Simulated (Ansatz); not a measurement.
**TiAl2: clamped-ion elastic tensor**

Theory: Ansatz 0.2.0, DFT LDA, scalar-relativistic, plane waves, PAW. Plane waves to 420 eV; Γ-centred k mesh 10×10×10; Fermi-Dirac smearing of 0.15 eV. No spin polarisation.

Equilibrium structure at this level:
```yaml
crystal:
  lattice:
    - [1.93514, -5.97825, 0.00000]
    - [1.93514, 5.97825, 0.00000]
    - [0.00000, 0.00000, 3.92661]
  atoms:
    - { symbol: Ti, position: [0.65611, 0.34389, 0.00000] }
    - { symbol: Ti, position: [0.34389, 0.65611, 0.00000] }
    - { symbol: Al, position: [0.00000, 0.00000, 0.00000] }
    - { symbol: Al, position: [0.82700, 0.17300, 0.50000] }
    - { symbol: Al, position: [0.17300, 0.82700, 0.50000] }
    - { symbol: Al, position: [0.50000, 0.50000, 0.50000] }
```

In a metal, frequencies and elastic constants depend on the k mesh and the smearing, soft modes and shear constants most.

Question: Give the clamped-ion elastic constants (GPa, Voigt order xx yy zz yz xz xy, on the axes of the cell above).

Answer:
```
220.1  68.1  77.2   0.0   0.0   0.0
 68.1 228.6  70.7   0.0   0.0   0.0
 77.2  70.7 205.8   0.0   0.0   0.0
  0.0   0.0   0.0 107.0   0.0   0.0
  0.0   0.0   0.0   0.0 106.4   0.0
  0.0   0.0   0.0   0.0   0.0  92.9
```

Question: And the moduli of a polycrystal (Hill averages)?

Answer: B = 121 GPa, G = 89 GPa, E = 214 GPa, ν = 0.20.